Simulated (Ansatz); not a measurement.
# What a change of settings does to a run on KBr

The cell is the one relaxed in the Materials Project (mp-23251); entries there can be hypothetical. The listed cell was then made from it by scaling, straining or moving an atom.

First run: DFT, PBE, all-electron LAPW, scalar-relativistic (Ansatz 0.2.0).

Command: `ansatz run input.yaml --threads 1 --pin off --max-ram 2048MiB --backend cpu --events-out ev --progress --plain --runs-dir out` The run took about 14 s on 1 thread of a shared machine.

```yaml
crystal:
  lattice:
    - [0.0, 3.3801514882, 3.3801514882]
    - [3.3801514882, 0.0, 3.3801514882]
    - [3.3801514882, 3.3801514882, 0.0]
  atoms:
    - { symbol: K, position: [0.0, 0.0, 0.0] }
    - { symbol: Br, position: [0.5, 0.5, 0.5] }
kpoints:
  mp_grid: { grid: [7, 7, 7] }
scf:
  occupations: { method: fermi_dirac, width: 0.02 }
hamiltonian:
  xc: pbe
  pseudopotentials: { kind: all_electron, lapw: { basis_error: 0.001 } }
output:
  forces: true
  stress: true
relax:
  f_tol: 0.005
  max_steps: 80
  cell: {}
```

Result: converged; relaxed volume 37.659 Å³/atom; 17 SCF iterations in all.

A second input differs as follows:

```diff
@@ -10,5 +10,6 @@
   mp_grid: { grid: [7, 7, 7] }
 scf:
-  occupations: { method: fermi_dirac, width: 0.02 }
+  occupations: { method: fermi_dirac, width: 1.0 }
+  max_iter: 75
 hamiltonian:
   xc: pbe
```

Q: What is wrong with it, and what does the program do?

A: The fault is a smearing of electronvolts. The run converged; energy at zero smearing +208.3 meV/atom from the first run; relaxed volume 41.026 Å³/atom; 18 SCF iterations in all. Such numbers aren't properties of the crystal. The log ends:
```
    - [6.369215041119487e-35, 3.448957163429148, 3.448957163429148]
    - [3.448957163429148, 3.789682949466095e-34, 3.448957163429148]
    - [3.448957163429148, 3.448957163429148, -1.6878419858966638e-34]
  atoms:
    - { symbol: K, position: [1.0386545711648503e-36, -2.2256883667842893e-36, -5.1932728558372035e-36] }
    - { symbol: Br, position: [0.49999999999999994, 0.49999999999999994, 0.49999999999999994] }
```
